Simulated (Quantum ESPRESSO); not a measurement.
Kohn-Sham bands of TlI (CsCl type)

```yaml
crystal:
  lattice:
    - [4.23821, 0.00000, 0.00000]
    - [0.00000, 4.23821, 0.00000]
    - [0.00000, 0.00000, 4.23821]
  atoms:
    - { symbol: Tl, position: [0.00000, 0.00000, 0.00000] }
    - { symbol: I, position: [0.50000, 0.50000, 0.50000] }
```

Structure: Materials Project mp-23197, symmetrised, not relaxed again. COD (Crystallography Open Database) has the formula in 2 space groups, this one among them (matched by group alone). Method: PBEsol plane waves in Quantum ESPRESSO 7.5 (PseudoDojo norm-conserving files, 56 Ry, no spin polarisation, no spin-orbit coupling), Bloch states on a 8×8×8 mesh through Γ, Wannier90 4.0.1. Density: 8×8×8 mesh, cold smearing 0.01 Ry. Spin-orbit coupling is left out although heavy elements are present.

Energies are relative to the valence-band maximum; weights are on the orthonormalised atomic waves of the pseudopotential files, averaged over the group. 20 electrons a cell are treated as valence.

| bands | from (eV) | to (eV) | filling | weight on atomic waves |
|---|---|---|---|---|
| 1 | -11.67 | -10.93 | filled | [?] |
| 2–6 | -10.21 | -9.97 | filled | [?] |
| 7 | -5.50 | -3.46 | filled | [?] |
| 8–10 | -2.69 | 0.00 | filled | [?] |

Problem. Which atomic shells make up each group?

Solution. 
- 1, weight on atomic waves: I 5s 85 %, Tl 6p 9 %, Tl 5d 5 %
- 2–6, weight on atomic waves: Tl 5d 99 %
- 7, weight on atomic waves: Tl 6s 76 %, I 5p 16 %, Tl 6p 6 %
- 8–10, weight on atomic waves: I 5p 81 %, Tl 6p 11 %, Tl 6s 7 %

The Kohn-Sham gap over both meshes and the path is 1.64 eV.
